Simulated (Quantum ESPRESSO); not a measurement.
Si3FO4N, input and log of a self-consistent run

A calculation, not a measurement. The program is pw.x of Quantum ESPRESSO 7.5 (plane-wave density functional theory). The cell is made up: 9 atoms on a quartz lattice, with randomly drawn elements, strain and displacements, not relaxed. PseudoDojo standard norm-conserving files (v0.5 for PBE, v0.4.1 for LDA and PBEsol) set the functional; there is no spin polarisation, spin-orbit coupling or dispersion term, and the masses in the input are unused placeholders.

Input:

```
&control calculation='scf', pseudo_dir='./dojo.nc.sr.pbe.v0_5.standard.upf', outdir='./o', disk_io='low', tprnfor=.true., tstress=.true. /
&system ibrav=0, nat=9, ntyp=4, nbnd=30, ecutwfc=105.61755193, nosym=.true., tot_charge=0,
 occupations='smearing', smearing='fd', degauss=0.0018374661
/
&electrons conv_thr=7.350e-09, electron_maxstep=60, /
ATOMIC_SPECIES
F 1.0 F.upf
N 1.0 N.upf
O 1.0 O.upf
Si 1.0 Si.upf
CELL_PARAMETERS angstrom
4.9103 -0.0476 -0.0117
-2.4964 4.2724 0.0122
-0.0129 0.0081 5.3822
ATOMIC_POSITIONS angstrom
Si 2.3049 -0.0042 3.4424
Si -1.2499 1.9053 1.9204
Si 1.2299 2.3045 -0.001
F 1.217 1.1491 4.1154
O 3.2859 0.4955 2.5167
O 2.8463 2.4468 0.6379
N 0.1055 1.7285 1.3205
O -1.0982 3.1388 2.9754
O 0.8758 3.639 4.7849
K_POINTS automatic
7 7 6 1 1 1
```

The log is shortened where brackets say so; the opening notice, blank lines, dates and the lines on written files are dropped, and the path of the files is cut. It prints rydbergs, bohrs and kilobars, and counts compression as positive stress. With no partly filled state, the Fermi energy that it prints is only some level between the filled and the empty states on the mesh, and need not lie in the true gap.

```
     Program PWSCF v.7.5
     Parallel version (MPI & OpenMP), running on       4 processor cores
     Number of MPI processes:                 4
     Threads/MPI process:                     1
     [start-up lines left out]
     bravais-lattice index     =            0
     lattice parameter (alat)  =       9.2796  a.u.
     unit-cell volume          =     757.6454 (a.u.)^3
     number of atoms/cell      =            9
     number of atomic types    =            4
     number of electrons       =        48.00
     number of Kohn-Sham states=           30
     kinetic-energy cutoff     =     105.6176  Ry
     charge density cutoff     =     422.4702  Ry
     scf convergence threshold =      7.3E-09
     mixing beta               =       0.7000
     number of iterations used =            8  plain     mixing
     Exchange-correlation= PBE
                           (   1   4   3   4   0   0   0)
     [axes and pseudopotential details left out]
   Cartesian axes
     site n.     atom                  positions (alat units)
         1        Si     tau(   1) = (   0.4693777  -0.0008553   0.7010220  )
         2        Si     tau(   2) = (  -0.2545339   0.3880018   0.3910768  )
         3        Si     tau(   3) = (   0.2504610   0.4692962  -0.0002036  )
         4        F      tau(   4) = (   0.2478340   0.2340066   0.8380740  )
         5        O      tau(   5) = (   0.6691518   0.1009053   0.5125093  )
         6        O      tau(   6) = (   0.5796302   0.4982747   0.1299041  )
         7        N      tau(   7) = (   0.0214844   0.3519976   0.2689111  )
         8        O      tau(   8) = (  -0.2236412   0.6391959   0.6059206  )
         9        O      tau(   9) = (   0.1783509   0.7410583   0.9744133  )
     number of k points=   147  Fermi-Dirac smearing, width (Ry)=  0.0018
     Number of k-points >= 100: set verbosity='high' to print them.
     Dense  grid:   111073 G-vectors     FFT dimensions: (  64,  64,  72)
     Estimated max dynamical RAM per process >     377.33 MB
     Estimated total dynamical RAM >       1.39 GB
     Initial potential from superposition of free atoms
     starting charge      47.9981, renormalised to      48.0000
     Starting wfcs are   36 randomized atomic wfcs
     total cpu time spent up to now is        9.8 secs
     per-process dynamical memory:   332.3 Mb
     Self-consistent Calculation
     iteration #  1     ecut=   105.62 Ry     beta= 0.70
     Davidson diagonalization with overlap
     ethr =  1.00E-02,  avg # of iterations =  3.0
     total cpu time spent up to now is       34.4 secs
     total energy              =    -226.79023327 Ry
     estimated scf accuracy    <       3.03379308 Ry
     iteration #  2     ecut=   105.62 Ry     beta= 0.70
     Davidson diagonalization with overlap
     ethr =  6.32E-03,  avg # of iterations =  3.1
     total cpu time spent up to now is       58.0 secs
     total energy              =    -227.01830296 Ry
     estimated scf accuracy    <       4.20104617 Ry
     iteration #  3     ecut=   105.62 Ry     beta= 0.70
     Davidson diagonalization with overlap
     ethr =  6.32E-03,  avg # of iterations =  2.8
     total cpu time spent up to now is       80.9 secs
     total energy              =    -228.04507744 Ry
     estimated scf accuracy    <       0.42093887 Ry
     iteration #  4     ecut=   105.62 Ry     beta= 0.70
     Davidson diagonalization with overlap
     ethr =  8.77E-04,  avg # of iterations =  2.0
     total cpu time spent up to now is       99.9 secs
     total energy              =    -228.06453239 Ry
     estimated scf accuracy    <       0.07387652 Ry
     iteration #  5     ecut=   105.62 Ry     beta= 0.70
     Davidson diagonalization with overlap
     ethr =  1.54E-04,  avg # of iterations =  7.4
     total cpu time spent up to now is      122.7 secs
     total energy              =    -228.07684482 Ry
     estimated scf accuracy    <       0.00371776 Ry
     [iterations 6 to 7 left out]
     iteration #  8     ecut=   105.62 Ry     beta= 0.70
     Davidson diagonalization with overlap
     ethr =  1.94E-07,  avg # of iterations =  2.2
     total cpu time spent up to now is      192.7 secs
     total energy              =    -228.07820157 Ry
     estimated scf accuracy    <       0.00000549 Ry
     iteration #  9     ecut=   105.62 Ry     beta= 0.70
     Davidson diagonalization with overlap
     ethr =  1.14E-08,  avg # of iterations =  3.2
     total cpu time spent up to now is      215.0 secs
     total energy              =    -228.07820235 Ry
     estimated scf accuracy    <       0.00000248 Ry
     iteration # 10     ecut=   105.62 Ry     beta= 0.70
     Davidson diagonalization with overlap
     ethr =  5.16E-09,  avg # of iterations =  2.0
     total cpu time spent up to now is      233.6 secs
     total energy              =    -228.07820283 Ry
     estimated scf accuracy    <       0.00000008 Ry
     iteration # 11     ecut=   105.62 Ry     beta= 0.70
     Davidson diagonalization with overlap
     ethr =  1.77E-10,  avg # of iterations =  3.0
     total cpu time spent up to now is      254.3 secs
     total energy              =    -228.07820286 Ry
     estimated scf accuracy    <          9.8E-09 Ry
     iteration # 12     ecut=   105.62 Ry     beta= 0.70
     Davidson diagonalization with overlap
     ethr =  2.03E-11,  avg # of iterations =  2.0
     total cpu time spent up to now is      274.6 secs
     End of self-consistent calculation
     Number of k-points >= 100: set verbosity='high' to print the bands.
     the Fermi energy is     6.3422 ev
!    total energy              =    -228.07820286 Ry
     estimated scf accuracy    <          1.4E-09 Ry
     smearing contrib. (-TS)   =      -0.00000000 Ry
     internal energy E=F+TS    =    -228.07820286 Ry
     The total energy is F=E-TS. E is the sum of the following terms:
     one-electron contribution =    -103.63566294 Ry
     hartree contribution      =      77.90957759 Ry
     xc contribution           =     -61.12906812 Ry
     ewald contribution        =    -141.22304940 Ry
     convergence has been achieved in  12 iterations
     Forces acting on atoms (cartesian axes, Ry/au):
     atom    1 type  4   force =    -0.10279005   -0.18609043    0.30666130
     atom    2 type  4   force =    -0.06369401    0.16701762   -0.08856572
     atom    3 type  4   force =    -0.00876553   -0.15005866    0.38703731
     atom    4 type  1   force =     0.02905327   -0.02734595   -0.02126568
     atom    5 type  3   force =     0.11192583    0.03517701   -0.11308603
     atom    6 type  3   force =    -0.18533082   -0.01186481   -0.08668057
     atom    7 type  2   force =     0.46155799   -0.02059609   -0.24805314
     atom    8 type  3   force =    -0.11364263   -0.03263152    0.05577759
     atom    9 type  3   force =    -0.12831407    0.22639282   -0.19182505
     Total force =     0.904776     Total SCF correction =     0.000039
     Computing stress (Cartesian axis) and pressure
          total   stress  (Ry/bohr**3)                   (kbar)     P=      190.26
   0.00133896   0.00028445  -0.00098689          196.97       41.84     -145.18
   0.00028445   0.00176507  -0.00036772           41.84      259.65      -54.09
  -0.00098689  -0.00036772   0.00077614         -145.18      -54.09      114.17
     init_run     :      9.44s CPU      9.80s WALL (       1 calls)
     electrons    :    263.21s CPU    264.77s WALL (       1 calls)
     forces       :      2.67s CPU      2.69s WALL (       1 calls)
     stress       :      9.53s CPU      9.53s WALL (       1 calls)
     [timing details left out]
     PWSCF        :   4m44.96s CPU   4m47.03s WALL
     JOB DONE.
```

In other units: free energy -3103.162 eV for the cell, pressure 19.03 GPa, largest force component 11.867 eV/Å. This run is the check on a run of the same cell at a cutoff of 1143 eV and k mesh 5 x 5 x 4: rerunning at a cutoff of 1437 eV and k mesh 7 x 7 x 6 moved values by no more than 0.002 eV in energy, 0.02 GPa in stress and 0.002 eV/Å in force.